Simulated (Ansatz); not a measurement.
B$_{2}$Ru in space group P6/mmm (No. 191; Ru on 1a, B on 2d), PBEsol in the plane-wave PAW code Ansatz, all energies at zero smearing, with the estimated change up to a 700 eV cutoff added, with one set of potentials and settings (totals compare only within such a set). Cell of 3 atoms (1 Ru, 2 B): -6121.502 eV.

```tsv
element	reference phase	E (eV/atom)
Ru	P6_3/mmc, 2 atoms in the cell	-5816.5470
B	R-3m, 12 atoms in the cell	-152.6704
```

Formation energy per atom, worked out: (-6121.502 − 1×(-5816.5470) − 2×(-152.6704))/3 = 0.129 eV/atom (12 kJ per mol of atoms), at 0 K, without zero-point energy or fitted corrections.

A made-up cell: these elements were put on the sites of a structure type; neither database checked (COD, Materials Project) lists it. COD files the formula under space group No. 59. Whether it is the stable phase at ambient conditions was not checked. Symmetry was held in the PBEsol relaxation; its stability against distortions is not shown here. The run is not spin-polarised. The references are the lowest solids computed at this level, not always the standard phases.

Potentials: the earlier of the program's two PAW sets. The files were generated under PBE; for other functionals the program regenerates the frozen cores, and for LDA and PBEsol the local potential too.
